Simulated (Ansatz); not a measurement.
## Ti3Al (Fm-3m): electronic heat capacity from the density of states

All numbers below come from DFT PBEsol, scalar-relativistic, plane waves, PAW in Ansatz 0.2.0.

Settings: cutoff 420 eV, Γ-centred mesh 12×12×12 on the computed 4-atom cell, Gaussian smearing of 0.10 eV; collinear spin from starting moments 0.22 0.22 0.96 0 μB.

Relaxed cell: Fm-3m, a = 6.383 Å, b = 6.383 Å, c = 6.383 Å, α = 90.00°, β = 90.00°, γ = 90.00°, 4 atoms in the primitive cell. Whether it is the stable form of this composition wasn't checked.

The density of states at the Fermi level is 5.043 states/eV in the cell of 4 atoms (1 formula unit; both spins, tetrahedra on a 18×18×18 mesh). The run ends with a moment of 1.66 μB a cell (largest on a site 0.87 μB), and the figure is for this state; a paramagnetic sample can have a quite different one. Another magnetic order, if the compound takes it, can change N(E_F) and the shape of the cell a good deal.

Problem. What Sommerfeld coefficient does this give?

Solution. Per formula unit N(E_F) = 5.043 states/eV. γ = (π²/3) k_B² N(E_F) N_A = 2.357 mJ/(mol K²) per state/eV, so γ = 11.9 mJ/(mol K²), a mole of formula units. This is the bare band result: a measured γ of the same phase and magnetic order is as a rule larger by a factor 1 + λ from phonons and spin fluctuations. N(E_F) at one energy is sensitive to the mesh where the density of states has sharp peaks.

Only this magnetic start was tried.

Cost: 1 run of about 2.7 core-minutes, on Intel Xeon Processor @ 2.50GHz (Skylake/Cascade Lake) (shared hosts).